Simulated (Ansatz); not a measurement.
Relaxation of a generated cell, W built in the hcp structure type; 2 atoms in the cell, which starts as P6₃/mmc (No. 194), hP2; a = b = 2.8207 Å, c = 4.5796 Å, α = β = 90.00°, γ = 120.00°. These are r2SCAN (plane waves to 500 eV, PAW, scalar-relativistic; Ansatz, a first-principles code) values and carry that method's errors. Γ-centred k-mesh 13×13×7 on the run's cell (coarser than for final values), Fermi–Dirac smearing 0.05 eV. This is the first round of the run. 

The optimiser's lines from the output (shortened; P is positive under compression):

```
relax step   1: F+E_penalty+E_count = -20795.16227148 eV  Δ(F+E_penalty+E_count) = +0.000e0 eV  max|allowed force component| = 1.850e-17 eV/Å  Δτ_max = 0.0000 Å  P = +7.551 GPa  Ω = 31.554 Å³  (6 SCF iters, dr2 threshold 1.00e-7 eV, accepted)
relax step   2: F+E_penalty+E_count = -20795.29492302 eV  Δ(F+E_penalty+E_count) = -1.327e-1 eV  max|allowed force component| = 8.327e-17 eV/Å  Δτ_max = 0.0000 Å  P = -5.583 GPa  Ω = 33.089 Å³  (7 SCF iters, dr2 threshold 2.00e-7 eV, accepted)
relax step   3: F+E_penalty+E_count = -20795.36888523 eV  Δ(F+E_penalty+E_count) = -7.396e-2 eV  max|allowed force component| = 1.365e-16 eV/Å  Δτ_max = 0.0000 Å  P = -5.532 GPa  Ω = 33.301 Å³  (7 SCF iters, dr2 threshold 2.00e-7 eV, accepted)
relax step   4: F+E_penalty+E_count = -20795.38197957 eV  Δ(F+E_penalty+E_count) = -1.309e-2 eV  max|allowed force component| = 7.633e-17 eV/Å  Δτ_max = 0.0000 Å  P = -1.382 GPa  Ω = 32.768 Å³  (5 SCF iters, dr2 threshold 2.00e-7 eV, accepted)
relax step   5: F+E_penalty+E_count = -20795.38268418 eV  Δ(F+E_penalty+E_count) = -7.046e-4 eV  max|allowed force component| = 4.857e-17 eV/Å  Δτ_max = 0.0000 Å  P = +0.016 GPa  Ω = 32.615 Å³  (4 SCF iters, dr2 threshold 2.00e-7 eV, accepted)
relax step   6: F+E_penalty+E_count = -20795.38268401 eV  Δ(F+E_penalty+E_count) = +1.753e-7 eV  max|allowed force component| = 2.082e-16 eV/Å  Δτ_max = 0.0000 Å  P = -0.000 GPa  Ω = 32.617 Å³  (4 SCF iters, dr2 threshold 5.20e-9 eV, accepted)
relax step   7: F+E_penalty+E_count = -20795.38310622 eV  Δ(F+E_penalty+E_count) = -4.222e-4 eV  max|allowed force component| = 2.220e-16 eV/Å  Δτ_max = 0.0000 Å  P = +0.012 GPa  Ω = 32.617 Å³  stress off target by 2.52e-2 GPa  SCF on the basis re-selected at this cell (its energy is not comparable with the rows above)  (6 SCF iters)
relax step   8: F+E_penalty+E_count = -20795.38310593 eV  Δ(F+E_penalty+E_count) = +2.929e-7 eV  max|allowed force component| = 2.244e-16 eV/Å  Δτ_max = 0.0000 Å  P = +0.000 GPa  Ω = 32.619 Å³  (3 SCF iters, dr2 threshold 1.59e-9 eV, accepted)
relax step   9: F+E_penalty+E_count = -20795.38310624 eV  Δ(F+E_penalty+E_count) = -3.127e-7 eV  max|allowed force component| = 2.267e-16 eV/Å  Δτ_max = 0.0000 Å  P = +0.000 GPa  Ω = 32.619 Å³  stress off target by 1.25e-3 GPa  SCF on the basis re-selected at this cell (its energy is not comparable with the rows above)  (4 SCF iters)
```

From the first to the last row the energy changes by -0.11 eV/atom and the volume by +3.4 %. The last row is marked as not comparable with the walk above it, whose basis was carried along; it does compare with step 1, since both stand on a basis selected at the nominal cutoff for their own cell.

Later rounds, restarted from the end of this one on a renewed k-mesh, logged 4 more steps and released under 0.01 eV/atom more. The final structure after all rounds: P6₃/mmc (No. 194), hP2, hcp (Mg type); a = b = 2.7563 Å, c = 4.9586 Å, α = β = 90.00°, γ = 120.00°. Between re-selections the logged energies stand on a plane-wave basis carried along with the cell. No spin polarisation in the result.

The run could not lose the symmetry of its start, so the end can be a saddle point.

All atoms sit on sites fixed by symmetry, so only the cell could relax.

The relaxed structure here is a generated cell of W: the first start was made by placing the elements on the sites of a structure type, and the end was not matched to a known phase here, so it may be hypothetical. Known forms of W include space group No. 229.
